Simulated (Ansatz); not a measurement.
MoSe (zincblende structure)

The computed numbers are results of r²SCAN, scalar-relativistic (collinear spin) in the plane-wave PAW code Ansatz at 500 eV, 10×10×10 k-mesh, Gaussian smearing of 0.05 eV; PAW files: Ansatz's generated set soft_2.

```cif
data_structure
_symmetry_space_group_name_H-M 'F-43m'
_symmetry_Int_Tables_number 216
_cell_length_a 5.6629
_cell_length_b 5.6629
_cell_length_c 5.6629
_cell_angle_alpha 90.000
_cell_angle_beta 90.000
_cell_angle_gamma 90.000
_cell_volume 181.60
loop_
_atom_site_label
_atom_site_type_symbol
_atom_site_symmetry_multiplicity
_atom_site_Wyckoff_symbol
_atom_site_fract_x
_atom_site_fract_y
_atom_site_fract_z
_atom_site_occupancy
Mo1 Mo 4 a 0.00000 0.00000 0.00000 1
Se1 Se 4 d 0.25000 0.25000 0.75000 1
```

The start was a prototype's sites filled with these elements, not a measured cell.

Magnetic state: ferromagnetic, site spin moments Mo 0.93 μB.

Task: Which orbitals carry the states at the Fermi level, and how many states are there?

Result: Within 0.1 eV of it: Mo 4d 91 % (shares among the projected shells; no valence p shell of Mo is among them). The density of states at the Fermi level is about 1.6 states/eV per cell, averaged over 0.3 eV.

Density of states (tetrahedra, averaged over 0.4 eV; states/eV per cell of 2 atoms; energy in eV from the Fermi level; projections on Löwdin-orthogonalised atomic orbitals, summed over sites):

| E | total | Se 4p | Mo 4d up | Mo 4d down | Mo 5s | Se 4s |
| --- | --- | --- | --- | --- | --- | --- |
| -6.45 | 0.65 | 0.40 | 0.16 | 0.02 | 0.06 | 0.00 |
| -6.05 | 3.20 | 2.17 | 0.40 | 0.27 | 0.29 | 0.02 |
| -5.65 | 1.42 | 0.98 | 0.12 | 0.20 | 0.10 | 0.01 |
| -5.25 | 4.06 | 2.55 | 0.94 | 0.42 | 0.09 | 0.00 |
| -4.85 | 3.78 | 2.54 | 0.43 | 0.71 | 0.04 | 0.00 |
| -4.45 | 1.86 | 1.44 | 0.12 | 0.25 | 0.01 | 0.00 |
| -4.05 | 0.00 | 0.00 | 0.00 | 0.00 | 0.00 | 0.00 |
| -3.65 | 0.00 | 0.00 | 0.00 | 0.00 | 0.00 | 0.00 |
| -3.25 | 0.00 | 0.00 | 0.00 | 0.00 | 0.00 | 0.00 |
| -2.85 | 0.00 | 0.00 | 0.00 | 0.00 | 0.00 | 0.00 |
| -2.45 | 0.01 | 0.00 | 0.01 | 0.00 | 0.00 | 0.00 |
| -2.05 | 1.39 | 0.03 | 1.28 | 0.00 | 0.03 | 0.01 |
| -1.65 | 1.74 | 0.04 | 1.38 | 0.28 | 0.01 | 0.01 |
| -1.25 | 2.78 | 0.08 | 2.07 | 0.54 | 0.02 | 0.01 |
| -0.85 | 1.25 | 0.11 | 0.53 | 0.51 | 0.04 | 0.01 |
| -0.45 | 1.83 | 0.15 | 0.57 | 0.96 | 0.03 | 0.02 |
| -0.05 | 1.62 | 0.10 | 0.20 | 1.22 | 0.02 | 0.01 |
| 0.35 | 1.79 | 0.10 | 0.19 | 1.38 | 0.02 | 0.02 |
| 0.75 | 2.33 | 0.22 | 0.67 | 1.21 | 0.02 | 0.07 |
| 1.15 | 1.43 | 0.26 | 0.66 | 0.36 | 0.01 | 0.05 |
| 1.55 | 2.08 | 0.43 | 0.72 | 0.69 | 0.03 | 0.08 |
| 1.95 | 2.04 | 0.49 | 0.58 | 0.67 | 0.08 | 0.09 |
| 2.35 | 1.74 | 0.46 | 0.31 | 0.73 | 0.07 | 0.06 |
| 2.75 | 1.29 | 0.37 | 0.21 | 0.57 | 0.03 | 0.03 |
| 3.15 | 0.81 | 0.24 | 0.13 | 0.31 | 0.04 | 0.03 |
| 3.55 | 0.64 | 0.20 | 0.08 | 0.23 | 0.07 | 0.03 |
| 3.95 | 0.71 | 0.21 | 0.11 | 0.12 | 0.16 | 0.04 |

The run wasn't fully tested for a lower electronic state. Site moments are of spin, integrated over atomic spheres. The moments were started parallel, and the real magnetic order may be another.
